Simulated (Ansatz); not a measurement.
Tc (hcp (Mg type), space group No. 194) at seven volumes, DFT-r²SCAN+D4 in the program Ansatz with PAW potentials, shape and atoms relaxed at each. One row is withheld.

```csv
V (Å³/atom),P (GPa)
12.851,?
13.274,23.04
13.698,10.59
14.122,0.00
14.545,-9.01
14.969,-16.65
15.393,-23.13
```

Question: Fit the shown pressures and predict the withheld one.

Answer: P = (3/2)B₀(x^(7/2) − x^(5/2))[1 + (3/4)(B′ − 4)(x − 1)] with x = (V₀/V)^(2/3). Least squares on the six rows gives V₀ = 14.121 Å³/atom, B₀ = 325 GPa, B′ = 4.43. At V = 12.851, x = 1.0648 and P = 37.76 GPa. The run itself gave 37.67 GPa.

Space group P6_3/mmc (hcp (Mg type)). The r²SCAN+D4 relaxation kept the symmetry of its start. No spin polarisation was allowed. The pairwise dispersion correction was not fitted to metals.

Potentials: the later of the program's two PAW sets.
